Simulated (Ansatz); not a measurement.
Ti:
```yaml
crystal:
  lattice:
    - [2.93451, 0.00000, 0.00000]
    - [-1.46726, 2.54136, 0.00000]
    - [0.00000, 0.00000, 4.64141]
  atoms:
    - { symbol: Ti, position: [0.33333, 0.66667, 0.75000] }
    - { symbol: Ti, position: [0.66667, 0.33333, 0.25000] }
```

Relaxed with r²SCAN. Special points in fractions of this cell's reciprocal vectors: Γ (0.000, 0.000, 0.000); M (0.500, 0.000, 0.000); K (0.333, 0.333, 0.000); A (0.000, 0.000, 0.500); L (0.500, 0.000, 0.500); H (0.333, 0.333, 0.500).

Question: List the band energies nearest the Fermi level at these points for DFT-r²SCAN in the program Ansatz with PAW potentials.

Answer: In eV from the Fermi level; about four levels below and three above (degenerate sets whole), none deeper than 8.9 eV; points with the same levels are listed once.

```json
[
 {"k": "Γ", "below": "-6.66 -2.88", "above": "0.58 0.85 0.85"},
 {"k": "M", "below": "-2.53 -2.30 -1.95 -0.84", "above": "0.60 0.70 1.27"},
 {"k": "K", "below": "-1.76 -1.57 -1.57 -1.45", "above": "0.29 0.29 1.64"},
 {"k": "A", "below": "-4.70 -4.70", "above": "0.06 0.06 0.77 0.77 0.77 0.77"},
 {"k": "L", "below": "-2.69 -2.69 -0.88 -0.88", "above": "1.25 1.25 1.90 1.90"},
 {"k": "H", "below": "-1.10 -1.10 -0.35 -0.35", "above": "1.84 1.84 3.32 3.32"}
]
```

Space group P6_3/mmc (hcp (Mg type)). The r²SCAN relaxation kept the symmetry of its start. No spin polarisation was allowed.

Potentials: the later of the program's two PAW sets.
